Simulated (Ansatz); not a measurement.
Relaxed-ion elastic tensor of W (bcc (W type), Im-3m) in GPa (Voigt order), DFT-LDA in the program Ansatz with PAW potentials; density 19.79 g/cm³, 15.42 Å³ per atom.

```
567  219  219  0.0  0.0  0.0
219  567  219  0.0  0.0  0.0
219  219  567  0.0  0.0  0.0
0.0  0.0  0.0  150  0.0  0.0
0.0  0.0  0.0  0.0  150  0.0
0.0  0.0  0.0  0.0  0.0  150
```

**Question.** Is the crystal mechanically stable?

**Answer.** Yes: the smallest eigenvalue of C is 150 GPa.

**Question.** Work out the Voigt, Reuss and Hill averages.

**Answer.** K_V = 335, K_R = 335, K_H = 335; G_V = 159, G_R = 158, G_H = 159 GPa.

**Question.** Give Young's modulus, Poisson's ratio, Pugh's ratio and the universal anisotropy index.

**Answer.** E = 9KG/(3K + G) = 412 GPa; ν = 0.30; K/G = 2.11 (ductile by the Pugh limit of 1.75); A_U = 5G_V/G_R + K_V/K_R − 6 = 0.03.

**Question.** Estimate the sound speeds and the Debye temperature.

**Answer.** v_l = √((K + 4G/3)/ρ) = 5260 m/s, v_t = √(G/ρ) = 2830 m/s, mean 3160 m/s; Θ = (h/k)(3n/4πV)^(1/3) v_m = 378 K.

**Question.** Give the Zener ratio and Young's modulus along [100], [110] and [111].

**Answer.** A = 2C44/(C11 − C12) = 0.86; 1/E = S11 − 2(S11 − S12 − S44/2)Γ with Γ = 0, 1/4, 1/3 gives 444, 403, 391 GPa.

**Question.** Solve the Christoffel equation for the three sound speeds along [100], [110], [111].

**Answer.** Eigenvalues of C_ijkl n_j n_l equal ρv². In km/s, slowest first: [100] 2.75, 2.75, 5.35; [110] 2.75, 2.96, 5.24; [111] 2.89, 2.89, 5.20.

The LDA relaxation kept the symmetry of its start. The run is not spin-polarised. As this level gives no gap, shear constants depend on the k-mesh and smearing (Fermi–Dirac, 0.1 eV here). Spin–orbit coupling is left out wherever it is not named.

Potentials: the earlier of the program's two PAW sets.
